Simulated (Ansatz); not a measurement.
# Is this CsGdS₂ result the lowest state?

System: CsGdS₂, the coordinates of a database entry, unrelaxed (space group R-3m, primitive cell doubled); the cell holds 8 atoms. Forces or pressure are large there, so the entry is far from the computed equilibrium and may be faulty or of a sample under other conditions. Source: COD entry 4004081, which need not be the ambient phase.

All numbers below come from Ansatz, DFT, r2SCAN, PAW, plane waves, scalar-relativistic.

```yaml
crystal:
  lattice:
    - [-2.05861904, -1.18854426, 16.0272]
    - [2.05861904, -1.18854426, 16.0272]
    - [0.0, 2.37708851, 16.0272]
  atoms:
    - { symbol: Cs, position: [0.0, 0.0, 0.0] }
    - { symbol: Cs, position: [0.5, 0.5, 0.5] }
    - { symbol: Gd, position: [0.25, 0.25, 0.25], spin: 3.5 }
    - { symbol: Gd, position: [0.75, 0.75, 0.75], spin: -3.5 }
    - { symbol: S, position: [0.1168, 0.1168, 0.1168] }
    - { symbol: S, position: [0.6168, 0.6168, 0.6168] }
    - { symbol: S, position: [0.3832, 0.3832, 0.3832] }
    - { symbol: S, position: [0.8832, 0.8832, 0.8832] }
magnetization:
  spin_polarized: true
hamiltonian:
  xc: r2scan
  pseudopotentials: { kind: paw }
basis:
  ecutwfc: 500
kpoints:
  mp_grid: { grid: [3, 3, 3] }
scf:
  occupations: { method: fermi_dirac, width: 0.03 }
  lower_state_search: "off"
output:
  forces: true
  stress: true
```

Wall time and machine: 43 s on 2 threads of x86-64 server CPU, on a shared host, peak memory 1.2 GiB.

The end of the output:

```
SCF converged after 19 iterations
Magnetization: 0.0000 μB (39.0000 up, 39.0000 down)
Absolute magnetization: 14.3289 μB (∫|ρ↑−ρ↓|, with the PAW one-centre terms)
Spin contamination: 7.0321 ħ² per cell (⟨S²⟩ above its minimum at these occupations)
Per-site moments (μB) at R_I (Å): [(-4.0245e-16, 1.3927), (-5.8467e-16, 1.3927), (6.9844, 1.1840), (-6.9844, 1.1840), (0.0333, 1.1840), (-0.0333, 1.1840), (0.0333, 1.1840), (-0.0333, 1.1840)]
Free energy (F): -33704.016491 eV
Harris-Foulkes:  -33704.016491 eV  (|F-HF|=3.72e-8)
Internal energy: -33704.016491 eV  (E = F + TS)
E sigma→0 (E₀):  -33704.016491 eV
Fermi energy:    7.838036 eV
--- Forces (eV/Å), atoms counted from 1 ---
  atom   1  Cs     0.00000000    -0.00000000     0.00000000
  atom   2  Cs     0.00000000     0.00000000    -0.00000000
  atom   3  Gd    -0.00000000    -0.00000000    -0.00000000
  atom   4  Gd     0.00000000     0.00000000    -0.00000000
  atom   5  S      0.00000000     0.00000000    -1.15981309
  atom   6  S      0.00000000     0.00000000    -1.15981309
  atom   7  S      0.00000000    -0.00000000     1.15981309
  atom   8  S      0.00000000    -0.00000000     1.15981309
--- Stress (GPa, compression-positive) ---
       -0.411501       0.000000       0.000000
        0.000000      -0.411501       0.000000
        0.000000       0.000000      -1.016362
  P = ⅓ Tr σ = -0.6131 GPa (-6.131 kbar)
```

The mesh is coarse, so energy differences (and at times their sign) aren't converged.

Gaps of semilocal functionals run low against measured ones.

Site moments are taken inside atomic spheres and don't add up to the total.

Task: Has the SCF ended in the lowest solution? If not, by how much is it too high?

Result: No lower state turned up: it is the lowest of 3 states reached by 15 converged runs, though another is degenerate with it within the accuracy (ferromagnetic, site moments Gd3 6.98, Gd4 6.98 μB, total 14.00 μB per cell, a gap of 2.40 eV on the k-mesh). That doesn't prove a ground state. This multiple of the primitive cell fits some opposed orders; other multiples fit others. Only collinear orders within this cell were tried; the true ground state may need a larger cell.
